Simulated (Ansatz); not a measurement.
Bi2Te3:
```xyz
5
Lattice="2.1770 1.2569 9.9568 -2.1770 1.2569 9.9568 0.0000 -2.5138 9.9568" Properties=species:S:1:pos:R:3 pbc="T T T"
Bi     0.0000     0.0000    17.9144
Bi     0.0000     0.0000    11.9561
Te     0.0000     0.0000    23.6281
Te     0.0000     0.0000     6.2424
Te     0.0000     0.0000     0.0000
```

Relaxed with LDA.

Problem. Decompose the optical modes at the zone centre into irreducible representations, and say which are infrared and Raman allowed.

Solution. Point group -3m: Γ_opt = 2A1g + 2A2u + 2Eg + 2Eu. Infrared: A2u, Eu. Raman: A1g, Eg.

Problem. Assign frequencies (DFPT, the program Ansatz at the LDA level (PAW); without the LO–TO term).

Solution. Eg 42, A1g 64, Eu 70, Eu 101, A2u 104, Eg 112, A2u 128, A1g 141 cm⁻¹.

Space group R-3m. Symmetry was held in the LDA relaxation. A crystal of weakly bound layers computed without a dispersion correction: the cell and the soft elastic constants depend strongly on that. Scalar-relativistic: spin–orbit coupling is off unless named, which matters more the heavier the elements.

Potentials: the earlier of the program's two PAW sets. The files were generated under PBE; for other functionals the program regenerates the frozen cores, and for LDA and PBEsol the local potential too.
